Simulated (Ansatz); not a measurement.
Relaxation of a generated cell, CoSi2 placed in the AFLOW prototype AB2_hP9_162_ad_k (as in V2N); 9 atoms in the cell, which starts as P-31m (No. 162), hP9; a = b = 5.0955 Å, c = 4.7338 Å, α = β = 90.00°, γ = 120.00°. These are r2SCAN (plane waves to 500 eV, PAW, scalar-relativistic; Ansatz, an electronic-structure program) values and carry that method's errors. Γ-centred k-mesh 5×5×5 on the run's cell (coarser than for final values), Fermi–Dirac smearing 0.05 eV. This is the first round of the run. Spin-polarised start, with parallel moments on Co.

The optimiser's lines from the output (shortened; P is positive under compression):

```
relax step   1: F+E_penalty+E_count = -19223.14986271 eV  Δ(F+E_penalty+E_count) = +0.000e0 eV  max|allowed force component| = 2.756e0 eV/Å  Δτ_max = 0.0000 Å  P = +54.581 GPa  Ω = 106.440 Å³  (24 SCF iters, dr2 threshold 1.00e-7 eV, accepted)
relax step   2: F+E_penalty+E_count = -19226.71988785 eV  Δ(F+E_penalty+E_count) = -3.570e0 eV  max|allowed force component| = 9.343e-1 eV/Å  Δτ_max = 0.0438 Å  P = +19.310 GPa  Ω = 120.156 Å³  (20 SCF iters, dr2 threshold 9.00e-7 eV, accepted)
relax step   3: F+E_penalty+E_count = -19227.55746459 eV  Δ(F+E_penalty+E_count) = -8.376e-1 eV  max|allowed force component| = 3.326e-1 eV/Å  Δτ_max = 0.0232 Å  P = +6.030 GPa  Ω = 128.389 Å³  (25 SCF iters, dr2 threshold 9.00e-7 eV, accepted)
relax step   4: F+E_penalty+E_count = -19227.80896121 eV  Δ(F+E_penalty+E_count) = -2.515e-1 eV  max|allowed force component| = 7.228e-2 eV/Å  Δτ_max = 0.0167 Å  P = +0.633 GPa  Ω = 132.159 Å³  (22 SCF iters, dr2 threshold 9.00e-7 eV, accepted)
relax step   5: F+E_penalty+E_count = -19227.97864681 eV  Δ(F+E_penalty+E_count) = -1.697e-1 eV  max|allowed force component| = 1.280e-1 eV/Å  Δτ_max = 0.0290 Å  P = -1.476 GPa  Ω = 132.273 Å³  (19 SCF iters, dr2 threshold 9.00e-7 eV, accepted)
relax step   6: F+E_penalty+E_count = -19228.09256653 eV  Δ(F+E_penalty+E_count) = -1.139e-1 eV  max|allowed force component| = 1.910e-1 eV/Å  Δτ_max = 0.0207 Å  P = -1.279 GPa  Ω = 129.863 Å³  (19 SCF iters, dr2 threshold 9.00e-7 eV, accepted)
relax step   7: F+E_penalty+E_count = -19228.12952776 eV  Δ(F+E_penalty+E_count) = -3.696e-2 eV  max|allowed force component| = 7.105e-2 eV/Å  Δτ_max = 0.0448 Å  P = -0.624 GPa  Ω = 128.000 Å³  (18 SCF iters, dr2 threshold 9.00e-7 eV, accepted)
relax step   8: F+E_penalty+E_count = -19228.10400470 eV  Δ(F+E_penalty+E_count) = +2.552e-2 eV  max|allowed force component| = 1.630e-1 eV/Å  Δτ_max = 0.1901 Å  P = +0.241 GPa  Ω = 122.201 Å³  (19 SCF iters, dr2 threshold 9.00e-7 eV, rejected (line search))
relax step   9: F+E_penalty+E_count = -19228.19202481 eV  Δ(F+E_penalty+E_count) = -6.250e-2 eV  max|allowed force component| = 1.215e-1 eV/Å  Δτ_max = 0.0894 Å  P = +0.116 GPa  Ω = 125.449 Å³  (44 SCF iters, accepted)
relax step  10: F+E_penalty+E_count = -19228.22715057 eV  Δ(F+E_penalty+E_count) = -3.513e-2 eV  max|allowed force component| = 1.391e-1 eV/Å  Δτ_max = 0.0974 Å  P = +0.152 GPa  Ω = 123.314 Å³  (17 SCF iters, dr2 threshold 9.00e-7 eV, accepted)
relax step  11: F+E_penalty+E_count = -19228.23491007 eV  Δ(F+E_penalty+E_count) = -7.760e-3 eV  max|allowed force component| = 6.059e-2 eV/Å  Δτ_max = 0.0076 Å  P = -0.748 GPa  Ω = 124.719 Å³  (14 SCF iters, dr2 threshold 9.00e-7 eV, accepted)
relax step  12: F+E_penalty+E_count = -19228.23889665 eV  Δ(F+E_penalty+E_count) = -3.987e-3 eV  max|allowed force component| = 7.050e-3 eV/Å  Δτ_max = 0.0085 Å  P = +0.162 GPa  Ω = 123.892 Å³  (13 SCF iters, dr2 threshold 9.00e-7 eV, accepted)
relax step  13: F+E_penalty+E_count = -19228.23896387 eV  Δ(F+E_penalty+E_count) = -6.722e-5 eV  max|allowed force component| = 2.200e-3 eV/Å  Δτ_max = 0.0010 Å  P = -0.007 GPa  Ω = 124.039 Å³  (12 SCF iters, dr2 threshold 9.09e-8 eV, accepted)
relax step  14: F+E_penalty+E_count = -19228.25374046 eV  Δ(F+E_penalty+E_count) = -1.478e-2 eV  max|allowed force component| = 2.098e-3 eV/Å  Δτ_max = 0.0000 Å  P = +0.067 GPa  Ω = 124.039 Å³  stress off target by 2.00e-1 GPa  SCF on the basis re-selected at this cell (its energy is not comparable with the rows above)  (22 SCF iters)
relax step  15: F+E_penalty+E_count = -19228.25383237 eV  Δ(F+E_penalty+E_count) = -9.191e-5 eV  max|allowed force component| = 6.017e-4 eV/Å  Δτ_max = 0.0011 Å  P = +0.008 GPa  Ω = 124.077 Å³  (9 SCF iters, dr2 threshold 1.00e-7 eV, accepted)
relax step  16: F+E_penalty+E_count = -19228.25383074 eV  Δ(F+E_penalty+E_count) = +1.632e-6 eV  max|allowed force component| = 6.389e-5 eV/Å  Δτ_max = 0.0003 Å  P = +0.001 GPa  Ω = 124.086 Å³  (8 SCF iters, dr2 threshold 1.04e-9 eV, accepted)
relax step  17: F+E_penalty+E_count = -19228.25386249 eV  Δ(F+E_penalty+E_count) = -3.175e-5 eV  max|allowed force component| = 6.547e-5 eV/Å  Δτ_max = 0.0000 Å  P = +0.001 GPa  Ω = 124.086 Å³  stress off target by 2.01e-3 GPa  SCF on the basis re-selected at this cell (its energy is not comparable with the rows above)  (19 SCF iters)
```

From the first to the last row the energy changes by -0.57 eV/atom and the volume by +16.6 %. The last row is marked as not comparable with the walk above it, whose basis was carried along; it does compare with step 1, since both stand on a basis selected at the nominal cutoff for their own cell.

Step 8 was rejected by the optimiser.

Later rounds, restarted from the end of this one on a renewed k-mesh, logged 9 more steps and released under 0.01 eV/atom more. The final structure after all rounds: P-31m (No. 162), hP9; a = b = 5.000 Å, c = 5.740 Å, α = β = 90.00°, γ = 120.00°. Between re-selections the logged energies stand on a plane-wave basis carried along with the cell. Spin state reached: ferromagnetic (net 0.04 μB/atom), from parallel starting moments; other spin orders were not run from this start. r2SCAN tends to overstate moments in metals.

The run could not lose the symmetry of its start: the end is stationary, and may be a saddle point rather than a minimum.

The relaxed structure here is a generated cell of CoSi2: the first start was made by placing the elements on the sites of a structure type, and the end was not matched to a known phase here, so it may be hypothetical. Known forms of CoSi2 include space group No. 225.
